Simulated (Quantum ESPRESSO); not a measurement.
## Electric field gradients in ScAl₃

```xyz
4
Lattice="4.0878 0.0000 0.0000 0.0000 4.0878 0.0000 0.0000 0.0000 4.0878" Properties=species:S:1:pos:R:3 pbc="T T T"
Sc     0.0000     0.0000     0.0000
Al     2.0439     0.0000     2.0439
Al     0.0000     2.0439     2.0439
Al     2.0439     2.0439     0.0000
```
Geometry: a computed entry of the Materials Project; it was not checked against measured cells. It is ScAl3 in Pm-3m; whether this form has been observed was not checked. Stability against distortions was not tested. The run has no spin polarisation.

Principal values are ordered |Vxx| ≤ |Vyy| ≤ |Vzz|, η = (Vxx − Vyy)/Vzz, and C_Q = eQVzz/h is given by its size. Cores are frozen. Against all-electron runs on small test molecules, this scheme's |Vzz| missed by −7 % on Al. The run is metallic or nearly gapless at this level (smeared occupations), so gradients converge slowly with the k-mesh.

Quadrupole moments taken as inputs (sizes, barn, from the tables of PySCF and pymatgen): ⁴⁵Sc 0.22, ²⁷Al 0.1466.

Problem. What do the calculations give at each independent site (field gradients by a PBE PAW density (pw.x of a modified build of Quantum ESPRESSO, JTH datasets) with the all-electron reconstruction of Petrilli and co-workers, 20 Ha, k-mesh 10×10×10 through Γ)?

Solution. 
| site | site symmetry | Vzz (a.u.) | η_Q | ∣C_Q∣ (MHz) |
|---|---|---|---|---|
| Sc (atom 1) | m-3m | 0 | – | 0 (⁴⁵Sc) |
| Al (atoms 2, 3, 4) | 4/mmm | 0.197 | 0.00 | 6.77 (²⁷Al) |
